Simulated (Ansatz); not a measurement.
HfSi2 in space group P6/mmm (No. 191; Hf on 1a, Si on 2d) at seven volumes, the program Ansatz at the PBE level (PAW), shape and atoms relaxed at each. One row is withheld.

```
V (Å³/atom)  P (GPa)
-----------  -------
15.034             ?
15.530          8.47
16.026          3.84
16.521          0.00
17.017         -3.36
17.512         -6.20
18.008         -8.64
```

Fit the shown pressures and predict the withheld one.

P = (3/2)B₀(x^(7/2) − x^(5/2))[1 + (3/4)(B′ − 4)(x − 1)] with x = (V₀/V)^(2/3). Least squares on the six rows gives V₀ = 16.518 Å³/atom, B₀ = 120 GPa, B′ = 4.28. At V = 15.034, x = 1.0648 and P = 13.82 GPa. The run itself gave 13.83 GPa.

A made-up cell: these elements were put on the sites of a structure type; neither database checked (COD, Materials Project) lists it. COD files the formula under space group No. 63, so this cell is another polymorph or a model. Whether it is the stable phase at ambient conditions was not checked. The cell was relaxed with PBE under the symmetry of its start; whether a distortion lowers the energy is not shown. No spin polarisation was allowed. Spin–orbit coupling is left out wherever it is not named.

Potentials: the later of the program's two PAW sets.
